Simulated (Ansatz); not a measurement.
Input file for Ansatz (a program for electronic structure):

Ansatz 0.2 input:
```yaml
crystal:
  lattice:
    - [0.0, 2.45311175, 2.45311175]
    - [2.45311175, 0.0, 2.45311175]
    - [2.45311175, 2.45311175, 0.0]
  atoms:
    - { symbol: Y, position: [0.0, 0.0, 0.0] }
    - { symbol: N, position: [0.5, 0.5, 0.5] }
kpoints:
  mp_grid: { grid: [8, 8, 8] }
  band_path:
    path:
      - [[0.0, 0.0, 0.0], [0.5, 0.0, 0.5], [0.625, 0.25, 0.625]]  # Γ-X-U
      - [[0.375, 0.375, 0.75], [0.0, 0.0, 0.0], [0.5, 0.5, 0.5], [0.5, 0.25, 0.75], [0.5, 0.0, 0.5]]  # K-Γ-L-W-X
      - [VBM, CBM]
    npoints: 12
basis: { xc_grid: 2 }
hamiltonian:
  xc: pbe
  pseudopotentials: { azcp: { folder: ./paw }, kind: paw_fr }
magnetization: { noncollinear: true, spin_orbit: true }
scf:
  n_extra_bands: 12
  convergence: { dr2_threshold: 0.0000000001 }
  occupations: { method: gaussian, width: 0.01 }
checkpoint: { write: soc.run }
output: { eigenvalues: true }
```

Output (shortened):

```
Pseudopotential: Y, paw, valence charge 11
Pseudopotential: N, paw, valence charge 5
Functional definition: PBE
non-collinear run that drives no moment, with spin-orbit …
Crystal: 2 atoms, lattice volume = 29.524 Å³
Basis set: ecut = 420 eV, 561 PW (Γ), exchange–correlation on 48×48×48 points (8 copies of the dense FFT grid, shifted against one another)
Bands: 28, of which v1, the nominal top of the filled ones, is band 16 counted from 1 (15 counted from 0)
Symmetry: 48 space group operations + 48 with time reversal
k-points: 29 of 512
Projection manifold: j_resolved (fully-relativistic pseudo-atomic orbitals)
SCF iter   1: F=—  HF=-4236.955609 eV  |F-HF|=—  |Δ(HF+E_count)|=         —  Δρ=4.73e-2  dr2=9.11e-1  dr2_m=0.00e0 (ungated)  ethr=3.10e-3  |M|=0.00e0 ∫|m|=0.00e0 μB  |m|>n=0.0e0 m-floor=0.0e0 τ_xc=0.0e0  β_m=0.30  ⟨swp⟩=5.8  Hψ=1988  notcnv=0  defer=6
preconditioner: auto → none
SCF iter   2: F=—  HF=-4236.821549 eV  |F-HF|=—  |Δ(HF+E_count)|=   1.34e-1  Δρ=3.20e-2  dr2=1.62e-1  dr2_m=0.00e0 (ungated)  ethr=3.10e-3  |M|=0.00e0 ∫|m|=0.00e0 μB  |m|>n=0.0e0 m-floor=0.0e0 τ_xc=0.0e0  β_m=0.32  ⟨swp⟩=2.2  Hψ=687  notcnv=0  defer=142
SCF iter   3: F=—  HF=-4236.818320 eV  |F-HF|=—  |Δ(HF+E_count)|=   3.23e-3  Δρ=1.81e-2  dr2=6.55e-2  dr2_m=0.00e0 (ungated)  ethr=1.01e-3  |M|=0.00e0 ∫|m|=0.00e0 μB  |m|>n=0.0e0 m-floor=0.0e0 τ_xc=0.0e0  β_m=0.50  ⟨swp⟩=2.2  Hψ=485  notcnv=0  defer=150
SCF iter   4: F=—  HF=-4236.826668 eV  |F-HF|=—  |Δ(HF+E_count)|=   8.35e-3  Δρ=1.61e-3  dr2=3.94e-4  dr2_m=0.00e0 (ungated)  ethr=4.09e-4  |M|=0.00e0 ∫|m|=0.00e0 μB  |m|>n=0.0e0 m-floor=0.0e0 τ_xc=0.0e0  β_m=0.57  ⟨swp⟩=3.0  Hψ=537  notcnv=0  defer=158
SCF iter   5: F=—  HF=-4236.826819 eV  |F-HF|=—  |Δ(HF+E_count)|=   1.51e-4  Δρ=3.65e-4  dr2=1.34e-5  dr2_m=0.00e0 (ungated)  ethr=2.46e-6  |M|=0.00e0 ∫|m|=0.00e0 μB  |m|>n=0.0e0 m-floor=0.0e0 τ_xc=0.0e0  β_m=0.71  ⟨swp⟩=3.0  Hψ=647  notcnv=0  defer=158
SCF iter   6: F=—  HF=-4236.826824 eV  |F-HF|=—  |Δ(HF+E_count)|=   4.98e-6  Δρ=3.54e-5  dr2=1.73e-7  dr2_m=0.00e0 (ungated)  ethr=8.39e-8  |M|=0.00e0 ∫|m|=0.00e0 μB  |m|>n=0.0e0 m-floor=0.0e0 τ_xc=0.0e0  β_m=0.84  ⟨swp⟩=2.0  Hψ=531  notcnv=0  defer=158
SCF iter   7: F=—  HF=-4236.826824 eV  |F-HF|=—  |Δ(HF+E_count)|=   9.71e-8  Δρ=4.30e-6  dr2=1.98e-9  dr2_m=0.00e0 (ungated)  ethr=1.08e-9  |M|=0.00e0 ∫|m|=0.00e0 μB  |m|>n=0.0e0 m-floor=0.0e0 τ_xc=0.0e0  β_m=0.86  ⟨swp⟩=2.0  Hψ=624  notcnv=0  defer=158
SCF iter   8: F=-4236.826824 eV  HF=-4236.826824 eV  |F-HF|=1.09e-11  |Δ(HF+E_count)|=   2.35e-9  Δρ=2.76e-7  dr2=1.26e-11  dr2_m=0.00e0 (ungated)  ethr=1.00e-12  |M|=0.00e0 ∫|m|=0.00e0 μB  |m|>n=0.0e0 m-floor=0.0e0 τ_xc=0.0e0  ⟨swp⟩=7.6  Hψ=1647  notcnv=0
SCF 1 converged in 8 iterations: F = -4236.826824 eV  dr2 = 1.26e-11
NSCF: frozen V_eff on 16 k-points
NSCF: frozen V_eff on 16 k-points
NSCF: frozen V_eff on 14 k-points
NSCF: frozen V_eff on 5 k-points
NSCF: frozen V_eff on 5 k-points
NSCF: frozen V_eff on 5 k-points
NSCF: frozen V_eff on 5 k-points
NSCF: frozen V_eff on 5 k-points
NSCF: frozen V_eff on 3 k-points
NSCF: frozen V_eff on 87 k-points
SCF converged after 8 iterations
Magnetization: |M| = 0.0000 μB,  M = (+0.0000, +0.0000, +0.0000) μB
Absolute magnetization: 0.0000 μB (∫|m|)
  site 0: m = (+0.0000, +0.0000, +0.0000) μB, |m| = 0.0000 μB  (R = 1.01 Å)
  site 1: m = (+0.0000, +0.0000, +0.0000) μB, |m| = 0.0000 μB  (R = 1.01 Å)
Free energy (F): -4236.826824 eV
Harris-Foulkes:  -4236.826824 eV  (|F-HF|=1.09e-11)
Internal energy: -4236.826824 eV  (E = F + TS)
E sigma→0 (E₀):  -4236.826824 eV
Fermi energy:    11.988469 eV
--- Per-component energies (eV) ---
  E_band       = -51.855638
  E_kinetic    = 445.848904
  E_local      = -584.907235  (includes V_loc(G=0)·N_el)
  E_nonlocal   = 60.352480
  E_hartree    = 183.967928
  E_xc         = -240.378581
  E_vxc        = -283.847687  (∫ρ·V_xc dr)
  E_paw        = -2943.481101  (= ΣΔE_a)
  E_vpaw       = -57.238741  (= ΣTr[D̂ρ^β])
  E_aug_tail   = 0.000844  (compensation charges beyond the density's cutoff)
  E_ewald      = -1158.230063
  E_smearing   =  0.000000  (= −TS)
  E_closure    = 0.000000  (closes the sum)
  Σ components = -4236.826824   (vs F -4236.826824, Δ=0.00e0)
  [band-id]    e_kinetic+e_local+e_nonlocal+2·e_hartree+e_vxc+e_vpaw+e_augmentation_tail = -51.855579   (vs E_band -51.855638, Δ=5.90e-5)
--- Band table (eV; the first three rows and the last of 29) ---
  k-point 0: bands = ["-28.9611", "-28.9611", "-9.6319", "-9.6319", "-8.1621", "-8.1621", "-8.1621", "-8.1621", "-0.9871", "-0.9871", "11.8402", "11.8402", "11.8953", "11.8953", "11.8953", "11.8953", "14.9823", "14.9823", "14.9823", "14.9823", "15.0365", …
  k-point 1: bands = ["-28.9446", "-28.9446", "-9.6939", "-9.6939", "-8.2928", "-8.2928", "-8.1747", "-8.1747", "-0.7312", "-0.7312", "10.9750", "10.9750", "11.3731", "11.3731", "11.3966", "11.3966", "15.1068", "15.1068", "15.3571", "15.3571", "15.3876", …
  k-point 2: bands = ["-28.9043", "-28.9043", "-9.8678", "-9.8678", "-8.5487", "-8.5487", "-8.2048", "-8.2048", "-0.1318", "-0.1318", "9.4672", "9.4672", "10.5201", "10.5201", "10.5291", "10.5291", "15.5172", "15.5172", "16.3109", "16.3109", "16.3347", …
  k-point 28: bands = ["-28.8099", "-28.8099", "-10.0880", "-10.0880", "-8.7673", "-8.7673", "-8.6424", "-8.6424", "-0.0949", "-0.0949", "9.7503", "9.7503", "10.2641", "10.2641", "10.3919", "10.3919", "15.8380", "15.8380", "15.8676", "15.8676", "19.0785", …
```

Cost: roughly 17 core-seconds on shared cores.

Space group Fm-3m (rock salt). The cell was relaxed with PBE under the symmetry of its start. No spin polarisation was allowed.

Potentials: the earlier of the program's two PAW sets.

Ansatz is a plane-wave DFT program.
